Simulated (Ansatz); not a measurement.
CH in its lowest state found on the top face of a (001) slab of Li (P6_3/mmc (No. 194)), 4 planes, outer planes Li (top) and Li (bottom); 1 a cell of 8.28 Å², its atoms last:

```
CELL_PARAMETERS angstrom
3.09261 0.00000 0.00000
-1.54631 2.67828 0.00000
0.00000 0.00000 27.69622
ATOMIC_POSITIONS crystal
Li 0.66667 0.33333 0.30690
Li 0.33333 0.66667 0.39832
Li 0.66710 0.33420 0.48927
Li 0.33427 0.66855 0.59856
C 0.66718 0.33437 0.64095
H 0.66702 0.33405 0.68058
```

Theory: Ansatz, DFT r2SCAN, scalar-relativistic, plane waves, PAW. Plane waves to 500 eV, a k mesh through Γ of 9×9×1 on the computed 6-atom cell and Gaussian smearing (0.10 eV); no spin polarisation. The cell repeats along c with a dipole correction in the vacuum.

The clean top face has a work function of 3.24 eV. Adsorption changes the slab's dipole along +c by Δp = -0.0650 e·Å a cell (-0.31 D an adsorbate).

Q: What change of work function does the Helmholtz equation give?

A: A sheet of dipoles makes a step in an electron's potential energy of −e·Δp/(ε0·A), and e/ε0 = 180.95 eV·Å for Δp in e·Å: −180.95 × (-0.0650)/8.28 = +1.42 eV. This is the change of φ(top) − φ(bottom). If the bottom face is unmoved, φ(top) becomes 4.66 eV.

Q: How does that compare with the calculation?

A: φ(top) changes by +1.40 eV and φ(bottom) by -0.02 eV, so their difference changes by +1.42 eV. The bottom face hardly moves.

Q: What does the sign say about the electrons?

A: The change of dipole points into the surface (negative end outward), so the work function rises. The molecule's own dipole can set this sign. Δp also holds the adsorbate's own dipole and the moves of the surface atoms, so it isn't a charge transfer alone.

The reference crystal is a form of Li, which isn't its usual structure.